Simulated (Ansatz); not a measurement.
NaF:
```
CELL_PARAMETERS angstrom
      3.86838     0.00000     0.00000
     -1.93419     3.35012     0.00000
      0.00000     0.00000     4.55243
ATOMIC_POSITIONS crystal
  Na 0.33333 0.66667 0.75000
  F  0.66667 0.33333 0.75000
  Na 0.66667 0.33333 0.25000
  F  0.33333 0.66667 0.25000
```

Relaxed with r²SCAN. Special points in fractions of this cell's reciprocal vectors: Γ (0.000, 0.000, 0.000); M (0.500, 0.000, 0.000); K (0.333, 0.333, 0.000); A (0.000, 0.000, 0.500); L (0.500, 0.000, 0.500); H (0.333, 0.333, 0.500).

**Question.** List the band energies nearest the valence-band maximum at these points for r²SCAN (plane waves, PAW; program Ansatz).

**Answer.** In eV from the valence-band maximum; about four levels below and three above (degenerate sets whole), none deeper than 8.9 eV; … stands for higher levels left out; points with the same levels are listed once.

```
k                          below                    above
-  -----------------------------  -----------------------
Γ   -0.60 -0.60 -0.30 -0.30 0.00         6.33 13.68 13.84
M        -0.70 -0.60 -0.36 -0.17         9.34 11.42 13.52
K  -0.69 -0.69 -0.53 -0.53 -0.23         9.61 12.77 12.77
A        -0.46 -0.46 -0.46 -0.46              8.64 8.64 …
L        -0.48 -0.48 -0.26 -0.26  10.45 10.45 13.49 13.49
H        -0.68 -0.68 -0.17 -0.17  10.79 10.79 13.88 13.88
```

Space group P6_3/mmc. The start of the workflow was typed in or built on a structure type; neither database checked (COD, Materials Project) lists it. It is not the phase usual at ambient conditions (space group No. 225). The cell was relaxed with r²SCAN under the symmetry of its start; whether a distortion lowers the energy is not shown.

Potentials: the later of the program's two PAW sets.
